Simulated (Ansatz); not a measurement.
How much do the gradients of MgMn2Se4O12 depend on the method?

Cell: a computed structure from the Materials Project (it need not be an observed phase), taken as it stands.

```
Mg Mn Se O
1.0
     5.21149    0.00000    0.00000
     0.05510    6.59234    0.00000
     0.62740    1.12588    8.26860
Mg Mn Se O
1 2 4 12
Direct
  0.50066 0.00009 0.49956
  0.50012 0.50006 0.50003
  0.99992 0.99998 0.00000
  0.47181 0.81043 0.17225
  0.98390 0.28173 0.32343
  0.01635 0.71829 0.67658
  0.52796 0.18950 0.82776
  0.44594 0.43082 0.73327
  0.10030 0.93987 0.74099
  0.55395 0.56913 0.26677
  0.89895 0.06020 0.25925
  0.80278 0.24518 0.91552
  0.75165 0.77601 0.56700
  0.73785 0.26697 0.49183
  0.69533 0.82746 0.00531
  0.26253 0.73333 0.50826
  0.30445 0.17246 0.99470
  0.24861 0.22375 0.43291
  0.19693 0.75474 0.08458
```

Sites (sets of like atoms) are named by element and the number of their first atom in this list.

First run. All values are calculated (Ansatz; DFT, PBE, plane waves and PAW, scalar-relativistic, collinear spin, 420 eV cutoff, Γ-centred 4×3×3 k-points, Fermi–Dirac smearing 0.02 eV), not measured. Start moments as typed (μB): 4 on each Mn, none on the rest.

```csv
site,atom,V_zz (10²¹ V/m²),η,m (μB)
Mg,1,4.07,0.53,0.00
Mn2,2,-1.66,0.85,3.22
Mn3,3,-1.98,0.64,3.23
Se4,4,-30.5,0.11,0.01
Se5,5,-33.6,0.28,0.01
O8,8,13.20,0.42,0.01
O9,9,13.83,0.34,0.04
O12,12,13.53,0.53,0.00
O13,13,13.08,0.37,0.04
O14,14,11.75,0.65,0.01
O16,16,11.75,0.65,0.01
O15,15,13.40,0.45,0.01
```

Second run. The same atoms and settings, except that the functional is r2SCAN and the cutoff is 500 eV.

Problem. What does the second run give?

Solution. 

| site | atom | V_zz | η | change of V_zz | m (μB) |
| --- | --- | --- | --- | --- | --- |
| Mg | 1 | 4.03 | 0.56 | -0.04 | 0.00 |
| Mn2 | 2 | -1.54 | 0.92 | +0.12 | 3.34 |
| Mn3 | 3 | -2.38 | 0.46 | -0.40 | 3.36 |
| Se4 | 4 | -32.7 | 0.11 | -2.19 | 0.01 |
| Se5 | 5 | -35.8 | 0.29 | -2.20 | 0.01 |
| O8 | 8 | 13.87 | 0.43 | +0.67 | 0.00 |
| O9 | 9 | 14.67 | 0.31 | +0.84 | 0.04 |
| O12 | 12 | 14.37 | 0.52 | +0.84 | -0.01 |
| O13 | 13 | 13.77 | 0.36 | +0.69 | 0.04 |
| O14 | 14 | 12.44 | 0.64 | +0.69 | 0.00 |
| O16 | 16 | 12.43 | 0.64 | +0.68 | 0.00 |
| O15 | 15 | 14.26 | 0.47 | +0.86 | -0.01 |

The largest change of V_zz is on Se5, from -33.6 to -35.8. In per cent, |V_zz| changes by -1 on Mg, -7 to +20 on Mn, +7 on Se, +5 to +6 on O (all sites that start above 0.5). Where |V_zz| stays above 0.1, η moves most on Mn3, from 0.64 to 0.46. The absolute magnetisation of the cell goes from 8.4 to 8.5 μB.

The program didn't check the stability of this electronic state in full, so a lower one may lie near. All moments are parallel here, as the start or the cell imposes; many such compounds order antiparallel, where fields and spin densities carried over to other atoms largely cancel. The magnetic order is the one that the run reached from its start moments, not necessarily the measured one.
For the first run: The largest force is 0.4 eV/Å, so the atoms aren't at the calculated equilibrium and relaxing them would move these values.
For the second run: At this cell the r2SCAN pressure is -6 GPa, so with r2SCAN the cell would shrink if it were relaxed. The entry's cell may itself be off. The largest force is 1.0 eV/Å, so the atoms aren't at the calculated equilibrium and relaxing them would move these values.
